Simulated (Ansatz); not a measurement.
Cu Kα1 powder pattern (kinematic, no thermal factors).
2θ (°) (relative intensity): 12.05 (5), 18.11 (2), 24.23 (2), 30.42 (1), 34.55 (2), 35.11 (4), 36.70 (23), 36.72 (70), 39.28 (3), 42.65 (100), 46.69 (1), 51.29 (1), 56.37 (2), 61.89 (30), 61.91 (30), 74.16 (9), 74.18 (18), 74.20 (9), 78.04 (5), 78.10 (15)

The pattern is computed from a structure relaxed with DFT PBE, scalar-relativistic, plane waves, PAW in Ansatz 0.2.0. No spin polarisation. Its elements are Al, Ga, N.

Give the structure.

AlGa$_{5}$N$_{6}$.
Space group P-3m1 (No. 164). a = 2.995 Å, b = 2.995 Å, c = 14.681 Å, α = 90.00°, β = 90.00°, γ = 120.00°
```tsv
atom	site	symmetry	x	y	z
Al	1b	-3m.	0.0000	0.0000	0.5000
Ga	2d	3m.	0.6667	0.3333	0.6635
Ga	2d	3m.	0.3333	0.6667	0.8318
Ga	1a	-3m.	0.0000	0.0000	0.0000
N	2c	3m.	0.0000	0.0000	0.7475
N	2d	3m.	0.6667	0.3333	0.9159
N	2d	3m.	0.6667	0.3333	0.4220
```

A pattern alone doesn't exclude other cells with like lines; this is the one computed.

The structure comes from a generated guess; another structure or a mixture of phases may lie lower.
